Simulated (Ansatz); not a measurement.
CaSe:
```
CaSe
1.0
    0.00000     2.93407     2.93407
    2.93407     0.00000     2.93407
    2.93407     2.93407     0.00000
Ca Se
1 1
Direct
  0.00000   0.00000   0.00000
  0.50000   0.50000   0.50000
```

The program Ansatz at the PBEsol level (PAW) gives a gap of 1.88 eV without spin–orbit coupling, maximum at Γ, minimum at X.

### Question
What happens when spin–orbit coupling is switched on?

### Answer
The gap falls by 0.14 eV, to 1.74 eV; maximum at Γ, minimum at X.

### Question
How large is the spin–orbit splitting of the valence top at Γ?

### Answer
The fourfold level lies 0.42 eV above the split-off pair.

### Question
Give the electron effective mass with spin–orbit coupling.

### Answer
0.27, 0.27, 1.4 mₑ (principal values).

### Question
Give the hole effective mass with spin–orbit coupling, band 1 of 2 at the edge.

### Answer
0.87 along [100], 0.71 along [110], 0.66 along [111] (mₑ).

### Question
Give the hole effective mass with spin–orbit coupling, band 2 of 2 at the edge.

### Answer
0.22 along [100], 0.24 along [110], 0.24 along [111] (mₑ).

Space group Fm-3m (rock salt). Symmetry was held in the PBEsol relaxation.

Potentials: the later of the program's two PAW sets.
